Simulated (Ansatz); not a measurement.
H2O on a (101) slab of HfO2 (P4_2/nmc (No. 137)), 10 planes, outer planes O (top) and O (bottom), 1 a cell of 45.4 Å², relaxed and still whole (its atoms last):

```yaml
crystal:
  lattice:
    - [7.17473, 0.00000, 0.00000]
    - [0.00000, 6.32742, 0.00000]
    - [0.00000, 0.00000, 23.28119]
  atoms:
    - { symbol: O, position: [0.25000, 0.52675, 0.34363] }
    - { symbol: O, position: [0.75000, 0.52675, 0.34363] }
    - { symbol: O, position: [0.00000, 0.95541, 0.35697] }
    - { symbol: O, position: [0.50000, 0.95541, 0.35697] }
    - { symbol: Hf, position: [0.25000, 0.82144, 0.38203] }
    - { symbol: Hf, position: [0.75000, 0.82144, 0.38203] }
    - { symbol: Hf, position: [0.00000, 0.32144, 0.38203] }
    - { symbol: Hf, position: [0.50000, 0.32144, 0.38203] }
    - { symbol: O, position: [0.25000, 0.18747, 0.40709] }
    - { symbol: O, position: [0.75000, 0.18747, 0.40709] }
    - { symbol: O, position: [0.00000, 0.61613, 0.42043] }
    - { symbol: O, position: [0.50000, 0.61613, 0.42043] }
    - { symbol: O, position: [0.25602, 0.84287, 0.46998] }
    - { symbol: O, position: [0.74718, 0.84443, 0.47010] }
    - { symbol: O, position: [0.99910, 0.27065, 0.47360] }
    - { symbol: O, position: [0.49850, 0.28180, 0.47546] }
    - { symbol: Hf, position: [0.24643, 0.14684, 0.50224] }
    - { symbol: Hf, position: [0.74622, 0.14947, 0.50238] }
    - { symbol: Hf, position: [0.00199, 0.66023, 0.50732] }
    - { symbol: Hf, position: [0.50532, 0.65712, 0.50944] }
    - { symbol: O, position: [0.24180, 0.49379, 0.53357] }
    - { symbol: O, position: [0.75717, 0.49543, 0.53178] }
    - { symbol: O, position: [0.00682, 0.95913, 0.54384] }
    - { symbol: O, position: [0.50537, 0.97167, 0.54485] }
    - { symbol: O, position: [0.48448, 0.64882, 0.61342] }
    - { symbol: H, position: [0.35511, 0.60420, 0.61741] }
    - { symbol: H, position: [0.48109, 0.80525, 0.61019] }
```

Method: Ansatz, DFT PBE+D3(BJ), scalar-relativistic, plane waves, PAW. Settings: cutoff 420 eV, Γ-centred mesh 2×3×1 on the computed 27-atom cell, Gaussian smearing of 0.05 eV; no spin polarisation. The cell repeats along c with a dipole correction in the vacuum.

It binds with 0.67 eV a molecule against the clean slab and the free molecule (no zero-point or thermal terms); its shortest contact is H–O 1.86 Å. Take first-order desorption with no barrier to adsorption, no reaction on the face and an assumed prefactor of 10^13 s⁻¹.

(1) How long does a molecule stay at 573 K?

(2) Where does its peak lie in a desorption experiment heated at 2 K/s?

(3) Is this physisorption or chemisorption?

The molecule may also break up before it leaves, which wasn't tried.

## Answers

(1) τ = ν⁻¹·exp(E/k_BT) with k_BT = 0.0494 eV: E/k_BT = 13.6, so τ ≈ 8×10^-8 s. At about one hit a site a second (10⁻⁶ mbar) the coverage is near τ × 1 s⁻¹, so a layer needs roughly 1×10^1 mbar.

(2) The peak obeys E/(k_B·T_p²) = (ν/β)·exp(−E/k_BT_p). Solving gives T_p ≈ 248 K (E/k_BT_p = 31.3). An error of 0.1 eV in E moves it by about 37 K, and larger molecules have larger prefactors, which lowers it.

(3) The tightest contact, O–Hf 2.43 Å, is 1.01 times the sum of covalent radii, and deformation and lateral interaction add up to +0.12 eV. This is chemisorption.

The reference crystal is a form of HfO2, which isn't its usual structure.